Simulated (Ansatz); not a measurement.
Input file for Ansatz (a quantum-chemistry and plane-wave program):

Ansatz 0.2 input:
```yaml
crystal:
  lattice:
    - [3.2440509097, 0.0, 0.0]
    - [-1.6220254548, 2.8094304989, 0.0]
    - [0.0, 0.0, 5.4231758969]
  atoms:
    - { symbol: Li, position: [0.6666666667, 0.3333333333, 0.3833997804] }
    - { symbol: Li, position: [0.3333333333, 0.6666666667, 0.6166002196] }
    - { symbol: Hf, position: [0.0, 0.0, 0.0] }
    - { symbol: N, position: [0.6666666667, 0.3333333333, 0.7784334663] }
    - { symbol: N, position: [0.3333333333, 0.6666666667, 0.2215665337] }
kpoints:
  mp_grid: { grid: [8, 8, 4] }
  band_path:
    path:
      - [[0.0, 0.0, 0.0], [0.5, 0.0, 0.0], [0.3333333333, 0.3333333333, 0.0], [0.0, 0.0, 0.0], [0.0, 0.0, 0.5], [0.5, 0.0, 0.5], [0.3333333333, 0.3333333333, 0.5], [0.0, 0.0, 0.5]]  # Γ-M-K-Γ-A-L-H-A
      - [[0.5, 0.0, 0.5], [0.5, 0.0, 0.0]]  # L-M
      - [[0.3333333333, 0.3333333333, 0.5], [0.3333333333, 0.3333333333, 0.0]]  # H-K
      - [VBM, CBM]
    npoints: 8
hamiltonian:
  xc: r2scan
  pseudopotentials: { kind: paw }
magnetization: { noncollinear: true, spin_orbit: true }
scf:
  n_extra_bands: 12
  convergence: { dr2_threshold: 0.0000000001 }
  occupations: { method: gaussian, width: 0.01 }
checkpoint: { write: soc.run }
output: { eigenvalues: true }
```

Output (shortened):

```
Pseudopotential: Li, paw_fr, valence charge 3
Pseudopotential: Hf, paw_fr, valence charge 26
Pseudopotential: N, paw_fr, valence charge 5
Functional definition: r2SCAN
non-collinear run that drives no moment, with spin-orbit …
Crystal: 5 atoms, lattice volume = 49.426 Å³
Basis set: ecut = 500 eV, 1285 PW (Γ), exchange–correlation on 96×96×160 points (64 copies of the dense FFT grid, shifted against one another)
Bands: 54, of which v1, the nominal top of the filled ones, is band 42 counted from 1 (41 counted from 0)
Symmetry: 12 space group operations + 12 with time reversal
k-points: 35 of 256
Projection manifold: j_resolved (fully-relativistic pseudo-atomic orbitals)
SCF iter   1: F=—  HF=-16893.976767 eV  |F-HF|=—  |Δ(HF+E_count)|=         —  Δρ=6.52e-2  dr2=1.89e0  dr2_τ=8.33e-2  dr2_m=0.00e0 (ungated)  ethr=3.10e-3  |M|=0.00e0 ∫|m|=0.00e0 μB  |m|>n=0.0e0 m-floor=0.0e0 τ_xc=0.0e0  β_m=0.30  ⟨swp⟩=6.2  Hψ=4105  notcnv=0  defer=18
preconditioner: auto → Resta (q_TF=auto, 2.655 Å⁻¹)
spin=Noncollinear: Resta preconditioning applied to the charge; magnetization (m_x, m_y, m_z) channels mix plain (no charge-response kernel on spin).
SCF iter   2: F=—  HF=-16894.016527 eV  |F-HF|=—  |Δ(HF+E_count)|=   3.98e-2  Δρ=4.54e-2  dr2=8.80e-1  dr2_τ=1.15e-2  dr2_m=0.00e0 (ungated)  ethr=3.10e-3  |M|=0.00e0 ∫|m|=0.00e0 μB  |m|>n=0.0e0 m-floor=0.0e0 τ_xc=0.0e0  β_m=0.54  ⟨swp⟩=3.0  Hψ=1976  notcnv=0  defer=178
SCF iter   3: F=—  HF=-16894.125240 eV  |F-HF|=—  |Δ(HF+E_count)|=   1.09e-1  Δρ=1.65e-2  dr2=9.40e-2  dr2_τ=1.93e-3  dr2_m=0.00e0 (ungated)  ethr=2.09e-3  |M|=0.00e0 ∫|m|=0.00e0 μB  |m|>n=0.0e0 m-floor=0.0e0 τ_xc=0.0e0  β_m=0.54  ⟨swp⟩=2.0  Hψ=1477  notcnv=0  defer=178
SCF iter   4: F=—  HF=-16894.150446 eV  |F-HF|=—  |Δ(HF+E_count)|=   2.52e-2  Δρ=5.76e-3  dr2=1.45e-2  dr2_τ=4.17e-4  dr2_m=0.00e0 (ungated)  ethr=2.24e-4  |M|=0.00e0 ∫|m|=0.00e0 μB  |m|>n=0.0e0 m-floor=0.0e0 τ_xc=0.0e0  β_m=0.67  ⟨swp⟩=2.0  Hψ=1713  notcnv=0  defer=178
SCF iter   5: F=—  HF=-16894.157914 eV  |F-HF|=—  |Δ(HF+E_count)|=   7.47e-3  Δρ=2.29e-3  dr2=1.92e-3  dr2_τ=7.75e-5  dr2_m=0.00e0 (ungated)  ethr=3.46e-5  |M|=0.00e0 ∫|m|=0.00e0 μB  |m|>n=0.0e0 m-floor=0.0e0 τ_xc=0.0e0  β_m=0.78  ⟨swp⟩=2.3  Hψ=1552  notcnv=0  defer=178
SCF iter   6: F=—  HF=-16894.158485 eV  |F-HF|=—  |Δ(HF+E_count)|=   5.72e-4  Δρ=3.97e-4  dr2=9.27e-5  dr2_τ=1.85e-6  dr2_m=0.00e0 (ungated)  ethr=4.57e-6  |M|=0.00e0 ∫|m|=0.00e0 μB  |m|>n=0.0e0 m-floor=0.0e0 τ_xc=0.0e0  β_m=0.89  ⟨swp⟩=2.0  Hψ=1482  notcnv=0  defer=178
SCF iter   7: F=—  HF=-16894.158577 eV  |F-HF|=—  |Δ(HF+E_count)|=   9.14e-5  Δρ=1.33e-4  dr2=1.02e-5  dr2_τ=1.04e-7  dr2_m=0.00e0 (ungated)  ethr=2.21e-7  |M|=0.00e0 ∫|m|=0.00e0 μB  |m|>n=0.0e0 m-floor=0.0e0 τ_xc=0.0e0  β_m=0.94  ⟨swp⟩=2.0  Hψ=1695  notcnv=0  defer=178
SCF iter   8: F=—  HF=-16894.158576 eV  |F-HF|=—  |Δ(HF+E_count)|=   9.54e-7  Δρ=2.41e-5  dr2=2.58e-7  dr2_τ=3.47e-8  dr2_m=0.00e0 (ungated)  ethr=2.44e-8  |M|=0.00e0 ∫|m|=0.00e0 μB  |m|>n=0.0e0 m-floor=0.0e0 τ_xc=0.0e0  β_m=0.97  ⟨swp⟩=2.0  Hψ=1390  notcnv=0  defer=178
SCF iter  11: F=-16894.158575 eV  HF=-16894.158575 eV  |F-HF|=1.46e-11  |Δ(HF+E_count)|=  2.40e-10  Δρ=2.21e-7  dr2=2.55e-11  dr2_τ=2.58e-13  dr2_m=0.00e0 (ungated)  ethr=1.00e-12  |M|=0.00e0 ∫|m|=0.00e0 μB  |m|>n=0.0e0 m-floor=0.0e0 τ_xc=0.0e0  ⟨swp⟩=9.6  Hψ=3259  notcnv=0
SCF 1 converged in 11 iterations: F = -16894.158575 eV  dr2 = 2.55e-11
NSCF: frozen V_eff on 34 k-points
NSCF: frozen V_eff on 34 k-points
NSCF: frozen V_eff on 34 k-points
NSCF: frozen V_eff on 34 k-points
NSCF: frozen V_eff on 30 k-points
NSCF: frozen V_eff on 11 k-points
NSCF: frozen V_eff on 11 k-points
NSCF: frozen V_eff on 11 k-points
NSCF: frozen V_eff on 11 k-points
NSCF: frozen V_eff on 11 k-points
NSCF: frozen V_eff on 84 k-points
SCF converged after 11 iterations
Magnetization: |M| = 0.0000 μB,  M = (+0.0000, +0.0000, +0.0000) μB
Absolute magnetization: 0.0000 μB (∫|m|)
  site 0: m = (+0.0000, +0.0000, +0.0000) μB, |m| = 0.0000 μB  (R = 0.85 Å)
  site 1: m = (+0.0000, +0.0000, +0.0000) μB, |m| = 0.0000 μB  (R = 0.85 Å)
  site 2: m = (+0.0000, +0.0000, +0.0000) μB, |m| = 0.0000 μB  (R = 0.92 Å)
  site 3: m = (+0.0000, +0.0000, +0.0000) μB, |m| = 0.0000 μB  (R = 0.85 Å)
  site 4: m = (+0.0000, +0.0000, +0.0000) μB, |m| = 0.0000 μB  (R = 0.85 Å)
Free energy (F): -16894.158575 eV
Harris-Foulkes:  -16894.158575 eV  (|F-HF|=1.46e-11)
Internal energy: -16894.158575 eV  (E = F + TS)
E sigma→0 (E₀):  -16894.158575 eV
Fermi energy:    13.280798 eV
--- Per-component energies (eV) ---
  E_band       = -221.844525
  E_kinetic    = 732.836869
  E_local      = -7403.813696  (includes V_loc(G=0)·N_el)
  E_nonlocal   = -1225.596606
  E_hartree    = 3397.105079
  E_xc         = -426.782424
  E_vxc        = -496.816257  (∫ρ·V_xc dr)
  E_paw        = -7227.344344  (= ΣΔE_a)
  E_vpaw       = 1351.314433  (= ΣTr[D̂ρ^β])
  E_aug_tail   = -0.000167  (compensation charges beyond the density's cutoff)
  E_vtau       = 26.020848  (kinetic-family band-sum trace: ∫τ·v_τ [+ j·A + Jᵃ·Aᵃ] dr)
  E_ewald      = -4740.821203
  E_core_change = 0.257915  (= ΣΔE_core)
  E_smearing   =  0.000000  (= −TS)
  E_closure    = 0.000000  (closes the sum)
  Σ components = -16894.158575   (vs F -16894.158575, Δ=0.00e0)
  [band-id]    e_kinetic+e_local+e_nonlocal+2·e_hartree+e_vxc+e_vpaw+e_augmentation_tail+e_vtau = -221.844417   (vs E_band -221.844525, Δ=1.08e-4)
--- Band table (eV; the first three rows and the last of 35) ---
  k-point 0: bands = ["-50.3895", "-50.3895", "-33.7005", "-33.7005", "-33.5159", "-33.5159", "-23.9893", "-23.9893", "-16.4363", "-16.4363", "-16.0913", "-16.0913", "-2.7479", "-2.7479", "-1.0431", "-1.0431", "0.2884", "0.2884", "0.2981", "0.2981", "0.4025", …
  k-point 1: bands = ["-50.3895", "-50.3895", "-33.7009", "-33.7009", "-33.5155", "-33.5155", "-23.9893", "-23.9893", "-16.4362", "-16.4362", "-16.0912", "-16.0912", "-2.7174", "-2.7174", "-1.1017", "-1.1017", "0.2884", "0.2884", "0.2979", "0.2979", "0.3938", …
  k-point 2: bands = ["-50.3895", "-50.3895", "-33.7012", "-33.7012", "-33.5152", "-33.5152", "-23.9892", "-23.9892", "-16.4361", "-16.4361", "-16.0912", "-16.0912", "-2.6847", "-2.6847", "-1.1623", "-1.1623", "0.2883", "0.2883", "0.2977", "0.2977", "0.3858", …
  k-point 34: bands = ["-50.3510", "-50.3510", "-33.6109", "-33.6109", "-33.5855", "-33.5855", "-24.1249", "-24.1249", "-16.6590", "-16.6590", "-16.4546", "-16.4546", "-1.4635", "-1.4635", "-1.1518", "-1.1518", "0.2905", "0.2905", "0.3187", "0.3187", …
```

Cost: very roughly 2.7 core-minutes on shared cores.

Space group P-3m1. The workflow started from a Materials Project entry (that database holds measured and hypothetical structures alike); the Crystallography Open Database copy checked does not list it. Whether it is the stable phase at ambient conditions was not checked. Symmetry was held in the r²SCAN relaxation; whether a distortion lowers the energy is not shown. The run is not spin-polarised.

Potentials: the later of the program's two PAW sets.

Ansatz is a plane-wave DFT program.
